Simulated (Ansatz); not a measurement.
An Ansatz (a quantum-chemistry and plane-wave program) input:

Ansatz 0.2 input:
```yaml
crystal:
  lattice:
    - [0.0, 2.8722428591, 2.8722428591]
    - [2.8722428591, 0.0, 2.8722428591]
    - [2.8722428591, 2.8722428591, 0.0]
  atoms:
    - { symbol: As, position: [0.75, 0.75, 0.75] }
    - { symbol: Ga, position: [0.0, 0.0, 0.0] }
kpoints:
  mp_grid: { grid: [7, 7, 7] }
basis: { xc_grid: 2 }
hamiltonian:
  xc: pbe
  pseudopotentials: { kind: paw }
scf:
  occupations: { method: fixed }
output:
  optics: { e_range: [0.0, 15.0], de: 0.05, sigma: 0.1, bands: { spectra_wanted_up_to: 12 eV } }
```

Problem. How many symmetry operations and irreducible k-points will the run report?

Solution. 24 operations, 20 of 343 k-points.

Problem. With a cutoff of 420 eV, how many plane waves at Γ?

Solution. 941.

It took very roughly 50 core-seconds on shared server cores.

Space group F-43m (zinc blende). Symmetry was held in the PBE relaxation; phonons on a q-mesh show no instability. Spin–orbit coupling is left out wherever it is not named.

Potentials: the later of the program's two PAW sets.

Ansatz is a plane-wave DFT program.
